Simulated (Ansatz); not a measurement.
## Al₅InSb₆: relaxed-ion elastic tensor

These are results of DFT PBE, scalar-relativistic, plane waves, PAW in Ansatz, not measurements. Cutoff 420 eV, 6×6×2 k-points (Γ-centred), fixed occupations. No spin polarisation.

Relaxed structure:
```xyz
12
Lattice="4.4494 0.0000 0.0000 -2.2247 3.8533 0.0000 0.0000 0.0000 21.7907" Properties=species:S:1:pos:R:3 pbc="T T T"
Al    0.0000    0.0000   21.7329
Al    0.0000    2.5689   18.1610
Al    2.2247    1.2844   14.5886
Al    0.0000    0.0000   11.0189
Al    2.2247    1.2844    3.5177
In    0.0000    2.5689    7.2412
Sb    0.0000    0.0000   19.0362
Sb    0.0000    2.5689   15.4644
Sb    2.2247    1.2844   11.8910
Sb    0.0000    0.0000    8.3375
Sb    0.0000    2.5689    4.3842
Sb    2.2247    1.2844    0.8184
```

It was reached by relaxing an invented guess, and it needn't be the stable form of this composition. Spin–orbit coupling is left out, which matters for heavy elements.

(1) Give the relaxed-ion elastic constants (GPa, Voigt order xx yy zz yz xz xy, on the Cartesian axes of the cell above).

(2) Is the crystal stable against homogeneous strain?

(3) And the moduli of a polycrystal (Hill averages)?

## Answers

(1)
```
87.6 29.0 24.0  7.1  0.0  0.0
29.0 87.6 24.0 -7.1  0.0  0.0
24.0 24.0 93.5  0.0  0.0  0.0
 7.1 -7.1  0.0 24.0  0.0  0.0
 0.0  0.0  0.0  0.0 24.0  7.1
 0.0  0.0  0.0  0.0  7.1 29.3
```

(2) Yes: the least eigenvalue of the tensor is 19.1 GPa.

(3) B = 47 GPa, G = 27 GPa, E = 68 GPa, ν = 0.26.
